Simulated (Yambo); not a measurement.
A G0W0@PBEsol run in Yambo for a free-standing SrHI monolayer (symmetry P4/nmm, slab cell 20.5 Å high) (4×4×1 Γ-centred k mesh, 208 bands and a 5 Ry block in the screening, 208 bands in G with the Bruneval-Gonze terminator, plasmon pole fitted at 27.2 eV, slab-truncated Coulomb interaction, stochastic integration of W near q = 0) gives these matrix elements, in eV, at the band edges ((0, 0.25) → Γ):

```json
[
 {"state": "valence edge", "E0": "0.000", "<Vxc>": "-11.042", "<Σx>": "-13.929", "<Σc(E0)>": "1.456", "Z": "0.814"},
 {"state": "conduction edge", "E0": "3.654", "<Vxc>": "-9.290", "<Σx>": "-4.774", "<Σc(E0)>": "-2.886", "Z": "0.838"}
]
```

Problem. Solve the linearised quasiparticle equation for both states, give the gap, and say how exchange and correlation each act on it.

Solution. E = E0 + Z(Σx + Σc − Vxc). Valence: 0.000 + 0.814 × (-13.929 + (1.456) − (-11.042)) = -1.16 eV. Conduction: 3.654 + 0.838 × (-4.774 + (-2.886) − (-9.290)) = 5.02 eV. The gap is 6.18 eV, against 3.65 eV in PBEsol. Replacing Vxc by bare exchange alone would open it by 7.40 eV; correlation takes back 4.34 eV of that, and Z scales what is left. Nearest settings tried, and what they do to the gap: 138 bands in W, 138 bands in G: +61 meV; 3 Ry block (209 vectors against 443): -115 meV. Not varied: mesh, cell height. So the settings aren't converged at that level. 

Spin-orbit coupling is included.

Geometry relaxed with PBEsol; primitive cell a = b = 4.213 Å, c = 20.500 Å, α = β = γ = 90.00°.

This is a model layer cut from the bulk structure; whether it is stable on its own was not checked.
